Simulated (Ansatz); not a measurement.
NaF (rock salt)

```xyz
4
Lattice="0.0000 4.5945 4.5945 2.2973 2.2973 4.5945 2.2973 2.2973 0.0000" Properties=species:S:1:pos:R:3 pbc="T T T"
F      0.0000     0.0000     0.0000
F      2.2973     4.5945     6.8918
Na     2.2973     6.8918     6.8918
Na     2.2973     4.5945     4.5945
```

The atoms are displaced by Q × the pattern below (from a DFPT mode at X = (0.5, 0.5, 0.0), largest move 1; Q in Å), at fixed cell. It is one choice among 2 degenerate patterns. (q is in reciprocal vectors of the primitive cell; the cell shown is doubled to hold the pattern.)

| atom | x | y | z |
|---|---|---|---|
| F1 | 0.000 | -0.910 | 0.000 |
| F2 | 0.000 | 0.910 | 0.000 |
| Na3 | 0.000 | 1.000 | 0.000 |
| Na4 | 0.000 | -1.000 | 0.000 |

Method: r2SCAN (plane waves to 500 eV, PAW, scalar-relativistic; Ansatz, an electronic-structure program). k mesh 12×12×12 (Γ-centred), Fermi-Dirac smearing 0.05 eV. NaF was relaxed with its symmetry unable to fall. 

| Q (Å) | −dE/dQ from forces (eV/Å) |
|---|---|
| -0.280 | 1.762 |
| -0.233 | 1.453 |
| -0.187 | 1.149 |
| -0.140 | 0.853 |
| -0.093 | 0.564 |
| -0.047 | 0.280 |
| 0.000 | 0.000 |
| 0.047 | -0.280 |
| 0.093 | -0.564 |
| 0.140 | -0.853 |
| 0.187 | -1.149 |
| 0.233 | -1.453 |
| 0.280 | -1.762 |

**Question.** What harmonic wavenumber does the curvature at Q = 0 give?

**Answer.** 145 cm⁻¹. E″ = 6.00 eV/Å², M = Σ mᵢ|uᵢ|² = 77.5 u, ν̃ = 521.5·√(|E″|/M).

(For displaced atoms, the force is minus the slope of the energy, and its curvature is a force constant, which sets phonon frequencies.)
